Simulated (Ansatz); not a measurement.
Relaxed-ion elastic tensor of AlNi (CsCl type, Pm-3m) in GPa (Voigt order), LDA (plane waves, PAW; program Ansatz); density 6.26 g/cm³, 11.36 Å³ per atom.

|  | 1 | 2 | 3 | 4 | 5 | 6 |
|---|---|---|---|---|---|---|
| 1 | 241 | 158 | 159 | 0.0 | 0.0 | 0.0 |
| 2 | 158 | 241 | 159 | 0.0 | 0.0 | 0.0 |
| 3 | 159 | 159 | 240 | 0.0 | 0.0 | 0.0 |
| 4 | 0.0 | 0.0 | 0.0 | 134 | 0.0 | 0.0 |
| 5 | 0.0 | 0.0 | 0.0 | 0.0 | 134 | 0.0 |
| 6 | 0.0 | 0.0 | 0.0 | 0.0 | 0.0 | 134 |

### Question
Is the crystal mechanically stable?

### Answer
Yes: the smallest eigenvalue of C is 81.5 GPa.

### Question
Work out the Voigt, Reuss and Hill averages.

### Answer
K_V = 186, K_R = 186, K_H = 186; G_V = 96.5, G_R = 70.1, G_H = 83.3 GPa.

### Question
Give Young's modulus, Poisson's ratio, Pugh's ratio and the universal anisotropy index.

### Answer
E = 9KG/(3K + G) = 217 GPa; ν = 0.31; K/G = 2.23 (ductile by the Pugh limit of 1.75); A_U = 5G_V/G_R + K_V/K_R − 6 = 1.89.

### Question
Estimate the sound speeds and the Debye temperature.

### Answer
v_l = √((K + 4G/3)/ρ) = 6890 m/s, v_t = √(G/ρ) = 3650 m/s, mean 4080 m/s; Θ = (h/k)(3n/4πV)^(1/3) v_m = 540 K.

The cell was relaxed with LDA under the symmetry of its start; of distortions, only those at the zone centre were tested. The run is not spin-polarised. As this level gives no gap, shear constants depend on the k-mesh and smearing (Fermi–Dirac, 0.1 eV here).

Potentials: the later of the program's two PAW sets.
